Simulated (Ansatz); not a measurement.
# Stationary points along a deformation path in Nb

Computed with Ansatz 0.2.0, DFT r2SCAN, scalar-relativistic, plane waves, PAW. The runs took a 500 eV cutoff, a Γ-centred 22×22×22 mesh and Gaussian smearing (0.15 eV). No spin polarisation. Energies are free energies at this smearing, counted from the undisturbed cell; pressure is positive in compression.

Reference structure (as given, not relaxed at this level; it stands at -3.7 GPa):

```xyz
1
Lattice="-1.6640 1.6640 1.6640 1.6640 -1.6640 1.6640 1.6640 1.6640 -1.6640" Properties=species:S:1:pos:R:3 pbc="T T T"
Nb    0.0000    0.0000    0.0000
```

At fixed volume and fractional coordinates, lengths along (0.577, 0.577, 0.577) are scaled against those across it; ρ is that ratio over its starting value. V = 18.428 Å³/atom. Δσ is the stress along the axis less the mean stress across it (compression positive).

| ρ | ΔE (meV/atom) | Δσ (GPa) | space group |
| --- | --- | --- | --- |
| 0.500 | 6418.1 | 441.51 | R-3m |
| 0.710 | 565.5 | 74.01 | R-3m |
| 1.000 | 0.0 | 0.00 | Im-3m |
| 1.410 | 342.8 | -33.66 | R-3m |
| 2.000 | 1056.9 | 0.00 | Pm-3m |

**Question.** How does the stress give the slope of the energy, and where is the energy stationary?

**Answer.** Along the path d ln(length) is 2/3 d ln ρ on the axis and −1/3 d ln ρ across it, so dE/d ln ρ = −(2/3) V Δσ: the energy falls with ρ where Δσ is positive. Δσ vanishes or changes sign at ρ = 1.000 (Im-3m), a minimum at 0.0 meV/atom; at ρ = 2.000 (Pm-3m, an end of the scan), at 1056.9 meV/atom. Pairs of stationary points between two samples would go unseen, and could change a minimum read from distant neighbours into a maximum. At ρ = 1.000, 2.000 the cell is cubic, where symmetry alone makes the stress isotropic and the slope zero.

In a metal these slopes depend on the k mesh and the smearing.